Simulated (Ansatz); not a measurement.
Al$_{2}$Cu in space group P4/mmm (No. 123; Al on 2e, Cu on 1a) under volume change, plane-wave PAW LDA (Ansatz code), shape and atoms relaxed at each volume.

```
V (Å³/atom)  E − E(relaxed) (meV/atom)  P (GPa)
-----------  -------------------------  -------
13.985                            49.0    12.37
14.446                            20.5     7.55
14.907                             ___      ___
15.368                             0.0     0.00
15.829                             4.3    -2.91
16.290                             ___      ___
16.751                            34.7    -7.40
```

Problem. Complete the blanks.

Solution. 
- 14.907, E − E(relaxed) (meV/atom): 4.8
- 14.907, P (GPa): 3.46
- 16.290, E − E(relaxed) (meV/atom): 16.3
- 16.290, P (GPa): -5.35

Problem. What does a third-order Birch–Murnaghan fit give for V₀, B₀ and B′?

Solution. V₀ = 15.37 Å³/atom, B₀ = 105 GPa, B′ = 4.7.

The first step of the workflow began from a Materials Project structure, measured or hypothetical; the Crystallography Open Database copy checked does not list it. It is not the phase usual at ambient conditions (space group No. 140). The LDA relaxation kept the symmetry of its start; its stability against distortions is not shown here. No spin polarisation was allowed.

Potentials: the later of the program's two PAW sets.
